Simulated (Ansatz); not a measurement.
ScPd₃N (anti-perovskite, Pm-3m) at seven volumes, PBE (plane waves, PAW; program Ansatz), scaled uniformly. One row is withheld.

```json
[
 {"V (Å³/atom)": "13.516", "P (GPa)": "18.89"},
 {"V (Å³/atom)": "13.962", "P (GPa)": "?"},
 {"V (Å³/atom)": "14.408", "P (GPa)": "5.22"},
 {"V (Å³/atom)": "14.853", "P (GPa)": "0.00"},
 {"V (Å³/atom)": "15.299", "P (GPa)": "-4.37"},
 {"V (Å³/atom)": "15.744", "P (GPa)": "-8.02"},
 {"V (Å³/atom)": "16.190", "P (GPa)": "-11.07"}
]
```

Q: Fit the shown pressures and predict the withheld one.

A: Third-order Birch–Murnaghan: P = (3/2)B₀(x^(7/2) − x^(5/2))[1 + (3/4)(B′ − 4)(x − 1)] with x = (V₀/V)^(2/3). Least squares on the six rows gives V₀ = 14.853 Å³/atom, B₀ = 158.7 GPa, B′ = 4.91. At V = 13.962, x = 1.0421 and P = 11.43 GPa. The run itself gave 11.46 GPa.

The start of the workflow was typed in or built on a structure type; neither database checked (COD, Materials Project) lists it. Whether it is the stable phase at ambient conditions was not checked. The PBE relaxation kept the symmetry of its start; whether a distortion lowers the energy is not shown. The run is not spin-polarised.

Potentials: the earlier of the program's two PAW sets.
